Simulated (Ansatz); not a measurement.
Level: PBE, no spin polarisation; 420 eV; 9×9×9 Γ-centred mesh; fermi-dirac occupations (width 0.1 eV); Ansatz 0.2.0, fixed geometry.

Computed maps in the lattice plane spanned by a (left to right, 4.14 Å, 13 points from zero) and b (bottom to top, 4.14 Å, 13 points from zero), 90° apart, at height 0.000 along c. The fields are smooth PAW ones with compensation charges, not the true ones near nuclei.

Valence density. Digits on a logarithmic scale: 0 up to 0.03 e/Å³, each further digit a factor of 1.6, 9 from 1.3 e/Å³ up:
```
9985699996589
9864578875468
6543356653345
6653346643356
9975489984579
9986699996689
9986699996689
9975489984579
6653346643356
6543356653345
9864578875468
9985699996589
9996699996699
```

Q: The cell is NaO₂F. Which atoms lie within 0.2 Å of this plane, and where (fractions of a and b)?

A: F at (0.00, 0.00), Na at (0.50, 0.50). The whole cell:
```
O F Na
1.0
     0.00000    4.14302    0.00000
     4.14302    0.00000    0.00000
     2.07151    2.07151   -4.67535
O F Na
4 2 2
Direct
  0.21900 0.21900 0.56200
  0.96900 0.46900 0.06200
  0.53100 0.03100 0.93800
  0.78100 0.78100 0.43800
  0.00000 0.00000 0.00000
  0.75000 0.25000 0.50000
  0.50000 0.50000 0.00000
  0.25000 0.75000 0.50000
```

Origin: a known structure type with other elements, at an estimated volume, so it need not be a known compound. Caveats: many states at the Fermi level without spin polarisation, so a magnetic state may lie lower; atoms or cell far from equilibrium.
